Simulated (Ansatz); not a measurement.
Magnetic states of scandium, simple cubic

Method: Ansatz, DFT, r2SCAN, plane waves (500 eV) with PAW, scalar-relativistic. (PAW data from PBE, frozen cores regenerated.)

Each start was relaxed and then solved on a dense mesh, with Fermi-Dirac smearing of 0.05 eV (0.1 eV in a metal without spin) extrapolated to zero. Rows within 2 meV/atom of each other tie.

Where does each start end, and how do the energies compare? Starts: ferromagnetic; non-magnetic.


```json
{"start": "ferromagnetic", "ends": "ferromagnetic, net 0.93 μB per atom", "ΔE (meV/atom)": "0.0", "V (Å³/atom)": "26.26"}
{"start": "non-magnetic", "ends": "spin not included", "ΔE (meV/atom)": "127.3", "V (Å³/atom)": "25.98"}
```
